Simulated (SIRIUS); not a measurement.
Consider a self-consistent single point of Zn3CdS4 (Cmm2, 8 atoms in the cell; from Materials Project mp-981379, changed as shown).

```
CELL_PARAMETERS angstrom
      5.51101     0.00000     0.00000
      0.00000     5.51101     0.00000
      0.00000     0.00000     5.51101
ATOMIC_POSITIONS crystal
  Zn 0.97278 0.50000 0.50000
  Zn 0.50000 0.00000 0.50000
  Zn 0.50000 0.50000 0.00000
  Cd 0.00000 0.00000 0.00000
  S  0.26268 0.26268 0.26268
  S  0.26268 0.73732 0.73732
  S  0.73732 0.73732 0.26268
  S  0.73732 0.26268 0.73732
```

Level of theory: LDA (PW92), GBRV LDA ultrasoft pseudopotentials (plane waves; SIRIUS).

SIRIUS settings:

```
key                                                                   value
--------------------------------------  -----------------------------------
parameters.ngridk                                                     4 4 4
parameters.xc_functionals                           [XC_LDA_X, XC_LDA_C_PW]
parameters.gk_cutoff                                           6.325 1/bohr
parameters.pw_cutoff                                          14.143 1/bohr
parameters.smearing                                                gaussian
parameters.smearing_width                                         0.0001 Ha
potentials                              GBRV LDA ultrasoft pseudopotentials
parameters.electronic_structure_method                      pseudopotential
parameters.num_bands                                                     58
parameters.num_mag_dims                                                   0
parameters.num_dft_iter                                                 100
parameters.energy_tol                                              1e-07 Ha
parameters.density_tol                                                1e-06
mixer.type                                                         anderson
mixer.beta                                                              0.5
mixer.use_hartree                                                     false
```

Results:

- Number of valence electrons: 96
- Number of bands: 58
- Number of k-points after the program's reduction: 21
- Number of plane waves (most at a k-point): 4842
- Number of SCF iterations: 29
- FFT grid: 50 × 50 × 50
- Free energy E − TS: -21702.1469 eV
- Gap on the k-point mesh: 1.49 eV
- Pressure: -3.64 GPa
- Largest force (vector length): 0.947 eV/Å

Forces (eV/Å):
```tsv
atom	Fx	Fy	Fz
Zn1	0.947	0.000	0.000
Zn2	-0.164	0.000	0.000
Zn3	-0.164	0.000	0.000
Cd4	0.172	0.000	0.000
S5	-0.185	0.101	0.101
S6	-0.185	-0.101	-0.101
S7	-0.211	0.252	-0.252
S8	-0.211	-0.252	0.252
```

Stress (GPa, positive for compression):
```
-3.76   0.00   0.00
 0.00  -3.58  -0.67
 0.00  -0.67  -3.58
```

The gap is read on the k-point mesh of the run and can differ from the gap over the whole zone at this level.

For comparison: a first run was changed to give this one (atom 1 moved by -0.15 angstrom along x), and from it to this one the free energy rises by 8.9 meV/atom, the pressure goes from -3.85 to -3.64 GPa, the largest force goes from 0.043 to 0.947 eV/Å and the gap on the mesh goes from 1.514 to 1.487 eV.

The structure comes from a collection of computed structures, made at another level of theory; the collection holds predicted forms beside known ones.

Cost on one core: about 5 core-minutes (a rough figure).
